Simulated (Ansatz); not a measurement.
Starting cell, Sn (beta-Sn type, space group I4_1/amd):

```
CELL_PARAMETERS angstrom
     -2.97355     2.97355     1.60610
      2.97355    -2.97355     1.60610
      2.97355     2.97355    -1.60610
ATOMIC_POSITIONS crystal
  Sn 0.75000 0.25000 0.50000
  Sn 0.00000 0.00000 0.00000
```

A phonon eigenvector at Γ is frozen into this cell: atom i moves by Q times the vector below, so Q is the largest atomic displacement, in Å. The cell is held.

```tsv
atom	x	y	z
Sn1	0.000	0.000	1.000
Sn2	0.000	0.000	-1.000
```

Computed with PBE (plane waves to 420 eV, PAW, scalar-relativistic; Ansatz, a quantum-chemistry and plane-wave program). k mesh 16×16×16 (Γ-centred), Fermi-Dirac smearing 0.05 eV. E stands for the smeared free energy. With partly filled bands, energies and forces of such displacements shift with the k mesh and the smearing. Sn was relaxed with its symmetry unable to fall. The PAW data are Ansatz's earlier set. ΔE is measured from the undisplaced structure. The last digit holds for this mesh only.

```
Q (Å)   ΔE (meV/cell)
------  -------------
-0.180       withheld
-0.150          15.51
-0.120          10.45
-0.090           6.15
-0.060           2.83
-0.030           0.72
0.000            0.00
0.030            0.72
0.060            2.83
0.090            6.15
0.120           10.45
0.150           15.51
0.180        withheld
```

Fit an even polynomial form (powers 2, 4, 6) to the given rows and predict ΔE at Q = -0.180.

Least squares on the 11 given rows: ΔE = (809.0)·Q² + (-6609)·Q⁴ + (57380)·Q⁶, in meV/cell with Q in Å; root-mean-square residual 0.001 meV/cell. At -0.180 the fit gives 21.23 meV/cell; the calculation gives 21.04 meV/cell, so the extrapolation is off by 0.19 (+0.9 %). The quadratic term alone would give 26.21 meV/cell.

(For displaced atoms, the force is minus the slope of the energy, and its curvature is a force constant, which sets phonon frequencies.)
